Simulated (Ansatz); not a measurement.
## HgP in the zincblende structure

Level of theory: DFT, r²SCAN, scalar-relativistic, no spin polarisation; plane waves to 500 eV with PAW datasets (Ansatz 0.2.0), 10×10×10 k-mesh, Gaussian smearing of 0.05 eV. The datasets are Ansatz's generated set soft_2.

```xyz
2
Lattice="0.0000 2.9115 2.9115 2.9115 0.0000 2.9115 2.9115 2.9115 0.0000" Properties=species:S:1:pos:R:3 pbc="T T T"
Hg    0.0000    0.0000    0.0000
P     1.4558    1.4558    1.4558
```

This is a trial structure made by placing the elements on a prototype's sites, so it needn't be the stable form.

The cell is relaxed to zero pressure at this level.

The cell has space group F-43m (read at 0.01 Å). In it the stress is 0.01, 0.01, 0.01, 0.00, 0.00, 0.00 GPa and the largest force component 0.000 eV/Å. Each change below starts from this cell, without further relaxation. Stress is in GPa, positive in compression, in the order xx, yy, zz, yz, xz, xy; energies are counted from the cell above and are free energies with the smearing's entropy, which match forces and stress in a metal.

**Question.** What happens when atom 2 (P) is moved by 0.20 Å along x?

**Answer.** The energy changes by 82.8 meV per cell, and the force on it along the shift is -0.851 eV/Å (−F/u = 4.26 eV/Å²). Stress: 0.57, 1.36, 1.36, -4.78, 0.00, 0.00.
| atom | Fx (eV/Å) | Fy | Fz |
| --- | --- | --- | --- |
| Hg1 | 0.852 | 0.000 | 0.000 |
| P2 | -0.851 | 0.000 | 0.000 |
In a harmonic crystal the energy would rise by −½F·u = ½ × 4.26 × 0.20² eV = 85.1 meV, which matches.

**Question.** What stress follows from an engineering strain of 2 % in xy, atoms carried along?

**Answer.** 0.06, 0.06, 0.05, 0.00, 0.00, -1.07 GPa; the energy changes by 3.4 meV per cell.
```tsv
atom	Fx (eV/Å)	Fy	Fz
Hg1	0.000	0.000	0.139
P2	0.000	0.000	-0.139
```
The change of the stress over the strain gives a clamped-atom stiffness of about 53 GPa for this component.
In a harmonic crystal the energy would rise by V(½Cε² − σ₀ε), with σ₀ the stress of the unstrained cell, = 3.3 meV, which matches.

**Question.** All atoms and the cell are disturbed at random:
```
CELL_PARAMETERS angstrom
0.06257 2.89307 2.90816
2.92528 0.01375 2.95698
2.91360 2.93021 0.02543
ATOMIC_POSITIONS crystal
Hg 0.99877 0.99243 0.01032
P 0.25123 0.25757 0.23968
```
Give the energy change, the stress and the forces.

**Answer.** 18.1 meV per cell; stress 0.71, 0.89, 0.56, 0.79, -0.27, -2.18 GPa.
| atom | Fx (eV/Å) | Fy | Fz |
| --- | --- | --- | --- |
| Hg1 | -0.097 | 0.001 | 0.332 |
| P2 | 0.097 | -0.001 | -0.332 |

Spin–orbit coupling, which matters for such heavy elements, is left out. The cell is a metal with an odd number of electrons, and spin polarisation wasn't tried.
